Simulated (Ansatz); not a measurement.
# From the elastic tensor of Ho3N to moduli and sound speeds

The calculation used DFT PBE, scalar-relativistic, plane waves, PAW, and for the lanthanide a 4f-in-core norm-conserving potential (Ansatz). Cutoff 690 eV, 14×14×14 k-points (Γ-centred), Gaussian smearing of 0.10 eV. No spin polarisation.

Space group I4/mmm (No. 139), tetragonal, a = 3.543 Å, c = 14.154 Å. Ho on a site of symmetry 4mm is surrounded by 1 N at 2.31 Å and 12 Ho at 3.41–3.54 Å; Ho on a site of symmetry 4/mmm has 4 N at 2.51 Å and 12 Ho at 3.41–3.54 Å; N is surrounded by 2 Ho at 2.31 Å and 4 Ho at 2.51 Å.

It was reached by relaxing an invented guess, and it needn't be the stable form of this composition. In a metal, frequencies and elastic constants depend on the k mesh and the smearing, soft modes and shear constants most.

Relaxed-ion constants (GPa, on the Cartesian axes of the calculation):
C11 = 123.9, C12 = 26.3, C13 = 47.4, C22 = 123.9, C23 = 47.4, C33 = 127.6, C44 = 56.2, C55 = 56.2, C66 = 33.2 GPa; the others vanish.

Density 9.509 g/cm³; 4 atoms in 88.85 Å³.

With S = C⁻¹: B_V = (C11+C22+C33+2(C12+C13+C23))/9, G_V = (C11+C22+C33−C12−C13−C23+3(C44+C55+C66))/15, 1/B_R = S11+S22+S33+2(S12+S13+S23), 15/G_R = 4(S11+S22+S33−S12−S13−S23)+3(S44+S55+S66); Hill is their mean. Then v_l = √((B+4G/3)/ρ), v_t = √(G/ρ), v_m = [(2/v_t³+1/v_l³)/3]^(−1/3) and Θ = (ħ/k_B)·v_m·(6π²n/V)^(1/3) for n atoms in the volume V; E = 9BG/(3B+G), ν = (3B−2G)/(2(3B+G)) and A^U = 5G_V/G_R + B_V/B_R − 6.

* Bulk modulus, Voigt / Reuss / Hill: 68.6 / 68.0 / 68.3 GPa
* Shear modulus, Voigt / Reuss / Hill: 46.1 / 43.8 / 44.9 GPa
* Young's modulus: 111 GPa
* Poisson ratio: 0.230
* Pugh ratio B/G: 1.52 (under 1.75, the rule of thumb for brittle)
* Universal anisotropy index: 0.27
* Longitudinal and transverse sound speeds: 3672 and 2173 m/s
* Debye temperature from the mean sound speed: 255 K

The lanthanide is trivalent by construction, without f bands, f moments or other valences.
